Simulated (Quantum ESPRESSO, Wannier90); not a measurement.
## Ga2AsP (R3m): Wannier90 run

```xyz
4
Lattice="-1.9651 3.4037 0.0000 -3.9302 0.0000 0.0000 -1.9651 1.1346 6.4173" Properties=species:S:1:pos:R:3 pbc="T T T"
Ga     0.0000     0.0000     0.0470
Ga     1.9651    -1.1346     3.1606
P      1.9651    -1.1346     0.8017
As     0.0000     0.0000    -2.4051
```

Cell from Materials Project (mp-1224789), symmetrised, no further relaxation. Not found in the COD (Crystallography Open Database) copy used; not checked further. Method: PBEsol plane waves in Quantum ESPRESSO 7.5 (PseudoDojo norm-conserving files, 68 Ry, spinors with spin-orbit coupling), Bloch states on a 4×4×4 mesh through Γ, Wannier90 4.0.1. Density: 10×10×10 mesh, cold smearing 0.01 Ry.

A tight-binding model is made by disentanglement and projection with no localisation steps (num_iter = 0), so the 32 orbitals stay atom-like: hydrogen-like Ga: s;p; P: s;p; As: s;p, axes along x, y, z; frozen window up to 2.33 eV relative to the valence-band maximum. It follows pw.x to 47 meV rms for states up to 1.8 eV relative to the valence-band maximum. Matrix elements depend on this choice of orbitals and windows.

Problem. What are the on-site energies relative to the valence-band maximum, and how fast do the hoppings decay?

Solution. 
| atom | orbitals | energy (eV) |
|---|---|---|
| Ga1 | s↑ s↓ | -2.80 |
| Ga1 | pz↑ pz↓ | 3.01 |
| Ga1 | px↑ px↓ py↑ py↓ | 2.94 |
| Ga2 | s↑ s↓ | -2.65 |
| Ga2 | pz↑ pz↓ | 3.15 |
| Ga2 | px↑ px↓ py↑ py↓ | 3.17 |
| P3 | s↑ s↓ | -7.44 |
| P3 | pz↑ pz↓ px↑ px↓ py↑ py↓ | 0.12 |
| As4 | s↑ s↓ | -8.01 |
| As4 | pz↑ pz↓ | 0.62 |
| As4 | px↑ px↓ py↑ py↓ | 0.71 |

| distance of the centres (Å) | largest modulus (eV) |
|---|---|
| 2–3 | 2.8 |
| 3–4 | 0.72 |
| 4–5 | 0.19 |
| 5–6 | 0.16 |
